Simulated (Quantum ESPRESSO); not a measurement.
pw.x input (Quantum ESPRESSO 7.5; PBE, PseudoDojo standard norm-conserving files, scalar-relativistic):

```
&CONTROL
  calculation = 'scf'
  pseudo_dir = './pseudo'
  outdir = './out'
  tprnfor = .true.
  tstress = .true.
/
&SYSTEM
  ibrav = 0
  nat = 2
  ntyp = 2
  ecutwfc = 76.0
  ecutrho = 304.0
  occupations = 'smearing'
  smearing = 'fd'
  degauss = 0.002
  nbnd = 8
/
&ELECTRONS
  conv_thr = 2e-10
/
ATOMIC_SPECIES
B 10.8100 B.upf
P 30.9738 P.upf
CELL_PARAMETERS angstrom
  0.000000000000   2.266070000000   2.266070000000
  2.266070000000   0.000000000000   2.266070000000
  2.266070000000   2.266070000000   0.000000000000
ATOMIC_POSITIONS crystal
B   0.000000000000   0.000000000000   0.000000000000
P   0.750000000000   0.750000000000   0.750000000000
K_POINTS automatic
10 10 10 0 0 0
```

End of the output:

```
     total energy              =     -19.79362448 Ry
     estimated scf accuracy    <       0.00000041 Ry
     total energy              =     -19.79362478 Ry
     estimated scf accuracy    <          6.3E-09 Ry
     total energy              =     -19.79362478 Ry
     estimated scf accuracy    <          1.4E-09 Ry
[...]
     the Fermi energy is     9.7956 ev
!    total energy              =     -19.79362478 Ry
     estimated scf accuracy    <          9.8E-12 Ry
     smearing contrib. (-TS)   =      -0.00000000 Ry
     internal energy E=F+TS    =     -19.79362478 Ry
     The total energy is F=E-TS. E is the sum of the following terms:
     one-electron contribution =       6.60841730 Ry
     hartree contribution      =       1.25776568 Ry
     xc contribution           =      -6.64943716 Ry
     ewald contribution        =     -21.01037061 Ry
     convergence has been achieved in   8 iterations
     Forces acting on atoms (cartesian axes, Ry/au):
     atom    1 type  1   force =    -0.00000000    0.00000000   -0.00000000
     atom    2 type  2   force =    -0.00000000    0.00000000    0.00000000
     Total force =     0.000000     Total SCF correction =     0.000000
     Computing stress (Cartesian axis) and pressure
          total   stress  (Ry/bohr**3)                   (kbar)     P=       16.34
   0.00011105  -0.00000000  -0.00000000           16.34       -0.00       -0.00
  -0.00000000   0.00011105   0.00000000           -0.00       16.34        0.00
   0.00000000   0.00000000   0.00011105            0.00        0.00       16.34
```
In a gapped system the printed Fermi energy is only some level inside the gap.

Geometry of the Materials Project entry, not relaxed at this level.
